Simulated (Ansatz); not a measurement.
TiZnO3:
```
TiZnO3
1.0
    2.53030     1.46087     4.60779
   -2.53030     1.46087     4.60779
    0.00000    -2.92174     4.60779
Ti Zn O
2 2 6
Direct
  0.85402   0.85402   0.85402
  0.14598   0.14598   0.14598
  0.63935   0.63935   0.63935
  0.36065   0.36065   0.36065
  0.22552   0.56246   0.94949
  0.77448   0.43754   0.05051
  0.56246   0.94949   0.22552
  0.43754   0.05051   0.77448
  0.94949   0.22552   0.56246
  0.05051   0.77448   0.43754
```

This is the PBEsol-relaxed structure. x, y and z are the axes in which the lattice vectors are written.

Question: All from PBEsol (plane waves, PAW; program Ansatz), unless another level is named. Predict the Young's modulus.

Answer: 159 GPa.

Question: And the elastic constants (relaxed ions, GPa)?

Answer: C11 = 336, C12 = 173, C13 = 115, C14 = 19.6, C33 = 260, C44 = 38.3, C15 = 5.8.

Space group R-3. The workflow started from a Materials Project entry (that database holds measured and hypothetical structures alike); the Crystallography Open Database copy checked does not list it. Its standing as an ambient phase is unchecked. The PBEsol relaxation kept the symmetry of its start; whether a distortion lowers the energy is not shown. No spin polarisation was allowed.

Potentials: the later of the program's two PAW sets.
